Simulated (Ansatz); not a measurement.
**Ru: rattling a relaxed structure**

The cell was found from a structure generator's guess, not taken from experiment.

These are results of DFT PBE, scalar-relativistic, plane waves, PAW (Ansatz 0.2.0), not measurements. Cutoff 420 eV; k points 22×22×1 on the computed 2-atom cell (Γ-centred); Gaussian smearing, width 0.10 eV; no spin polarisation.

The cell below (2 atoms, layer group c2/m11 (No. 18)) is relaxed within its symmetry. This is a two-dimensional sheet: the third axis spans vacuum and isn't periodic.

```
CELL_PARAMETERS angstrom
2.64810 0.00000 0.00000
-1.32405 3.52805 0.00000
0.00000 0.00000 26.24346
ATOMIC_POSITIONS crystal
Ru 0.63100 0.26200 0.26260
Ru 0.36900 0.73800 0.30897
```

For the test a repeat of it with 8 atoms (edges 5.30, 7.54 Å) was strained at random (σ = 1.5 % a component), the atoms were moved at random (σ = 0.10 Å), and all was relaxed again on a coarse 4×4×1 mesh (in the run’s order of axes) with 0.20 eV smearing, with no symmetry imposed.

Task: What happens?

Result: It returns, within 1 meV/atom of the unmoved cell on that mesh and with the same symmetry when read at 0.1 Å (P-1 at 0.01 Å, so small strains and shifts remain). So it is stable against the distortions that fit this cell and that this random move excites. Modes that don't fit the cell aren't tested.
